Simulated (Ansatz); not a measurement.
Relaxing a structure of Pt

The start is a relaxed Pt cell displaced along its unstable phonon at q = (0, 0, ½) of its primitive reciprocal cell (25i cm⁻¹), largest move 0.15 Å. A full variable-cell relaxation at zero pressure is run with r2SCAN (plane waves to 500 eV, PAW, scalar-relativistic; Ansatz, a program for electronic structure). The first steps use a coarse 14×14×4 k-mesh.

The start:
```
CELL_PARAMETERS angstrom
      2.73607     0.00000     0.00000
     -1.36803     2.36950     0.00000
      0.00000     0.00000     9.50691
ATOMIC_POSITIONS crystal
  Pt 0.30168 0.60336 0.12500
  Pt 0.36499 0.72997 0.62500
  Pt 0.66667 0.33333 0.37500
  Pt 0.66667 0.33333 0.87500
```

```yaml
largest_initial_force: 0.08 eV/Å, on Pt1 (atoms numbered as listed)
energy_released: 0.07 eV/atom
volume_change: +0.4 %, from 15.41 to 15.47 Å³/atom
Shortest distances (start → end): "The closest pairs of elements (up to four, under 3.6 Å), start → end: Pt–Pt 2.74 → 2.71 Å"
band_gap_at_the_end: zero (metallic)
optimiser_moves: 11
```

Final values are on a 22×22×22 k-mesh of the relaxed cell. No spin polarisation in the result.

The run could not lose the symmetry of its start, so the end can be a saddle point.

The relaxed structure here is a generated cell of Pt: the first start was made by placing the elements on the sites of a structure type, and the end was not matched to a known phase here, so it may be hypothetical. Known forms of Pt include space group No. 225.
